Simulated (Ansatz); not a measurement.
Starting cell, PbS (rock salt):

```
PbS
1.0
    0.00000     5.97499     5.97499
    2.98749     0.00000     2.98749
    2.98749     2.98749     0.00000
S Pb
2 2
Direct
  0.00000   0.00000   0.00000
  0.50000   0.00000   0.00000
  0.25000   0.50000   0.50000
  0.75000   0.50000   0.50000
```

A phonon eigenvector at L = (0.5, 0.0, 0.0) is frozen into this cell: atom i moves by Q times the vector below, so Q is the largest atomic displacement, in Å. The cell is held. (q is in reciprocal vectors of the primitive cell; the cell shown is doubled to hold the pattern.)

```tsv
atom	x	y	z
Pb3	-0.577	0.577	0.577
Pb4	0.577	-0.577	-0.577
```

Atoms not listed stay in place.

Method: r2SCAN (plane waves to 500 eV, PAW, scalar-relativistic; Ansatz, a program for electronic structure). k mesh 5×10×10 (Γ-centred), Fermi-Dirac smearing 0.05 eV. E stands for the smeared free energy. PbS was relaxed with its symmetry unable to fall. Spin-orbit coupling is left out, though Pb is heavy. The PAW data are Ansatz's earlier set. ΔE is measured from the undisplaced structure.

```csv
Q (Å),ΔE (meV/cell)
-0.180,280.5
-0.120,125.1
-0.060,31.4
0.000,0.0
0.060,31.4
0.120,125.1
0.180,280.5
```

Task: Which DFPT wavenumber at L = (0.5, 0.0, 0.0) belongs to this mode?
A. 49 cm⁻¹
B. 107 cm⁻¹
C. 192 cm⁻¹
D. 236 cm⁻¹

Result: B, 107 cm⁻¹. The curvature of the scan gives 107 cm⁻¹

(A displaced cell: forces are minus the slopes of the energy, force constants its curvatures, and phonons follow from these.)
